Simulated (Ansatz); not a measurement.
**BePd, first-principles data**

BePd:
```xyz
2
Lattice="2.8122 0.0000 0.0000 0.0000 2.8122 0.0000 0.0000 0.0000 2.8122" Properties=species:S:1:pos:R:3 pbc="T T T"
Be     0.0000     0.0000     0.0000
Pd     1.4061     1.4061     1.4061
```

Space group Pm-3m (No. 221), CsCl type; conventional cell a = b = c = 2.812 Å, α = β = γ = 90.00°.

Method: r²SCAN (plane waves, PAW; program Ansatz). Structure relaxed to zero pressure with the same functional. Other levels are named where they apply.

### Cell and energy

| Item | Result |
|---|---|
| Volume per atom | 11.12 Å³ |
| Density | 8.62 g/cm³ |
| Formation energy from the elements (no fitted shifts) | -0.58 eV/atom |

### Electronic structure

| Quantity | Result |
|---|---|
| Electronic character | metallic (no gap) |
| Density of states at the Fermi level | 0.50 states/eV per atom (mean over ±0.08 eV) |

The workflow started from a Materials Project entry (that database holds measured and hypothetical structures alike); the Crystallography Open Database files this formula in space group No. 221, but the cells were not matched. Whether it is the stable phase at ambient conditions was not checked. The r²SCAN relaxation kept the symmetry of its start; its stability against distortions is not shown here. The run is not spin-polarised. The references are the lowest solids computed at this level, not always the standard phases. Spin–orbit coupling is left out wherever it is not named.

Potentials: the later of the program's two PAW sets.
